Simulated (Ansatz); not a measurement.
SiC (zinc blende, space group No. 216), PBEsol in the plane-wave PAW code Ansatz. The conduction-band minimum lies at X, with 3 equivalent valleys. Second derivatives d²E/dk² of the lowest band at one valley (eV·Å²), along Cartesian directions:

```json
[
 {"direction": "[100]", "d²E/dk²": "11.36"},
 {"direction": "[010]", "d²E/dk²": "34.19"},
 {"direction": "[001]", "d²E/dk²": "34.19"},
 {"direction": "[110]", "d²E/dk²": "22.78"},
 {"direction": "[101]", "d²E/dk²": "22.78"},
 {"direction": "[011]", "d²E/dk²": "34.16"}
]
```

Task: Find the principal effective masses, the density-of-states mass and the conductivity mass.

Result: Off-diagonal terms follow from H_xy = H[110] − (H_xx + H_yy)/2, and m*/mₑ = 7.620 eV·Å² over each eigenvalue: 0.22, 0.22, 0.67. One valley's DOS mass (m₁m₂m₃)^(1/3) = 0.32, conductivity mass 3/(Σ 1/mᵢ) = 0.29 mₑ.

Task: What effective density of states Nc follows at 300 K for parabolic valleys?

Result: Nc = 2.509e19 × 3 × (0.32)^(3/2) ≈ 1.4e19 cm⁻³.

Space group F-43m (zinc blende). The cell was relaxed with PBEsol under the symmetry of its start.

Potentials: the later of the program's two PAW sets.

Edges and masses are those of Kohn–Sham bands, whose gap is no quasiparticle gap.
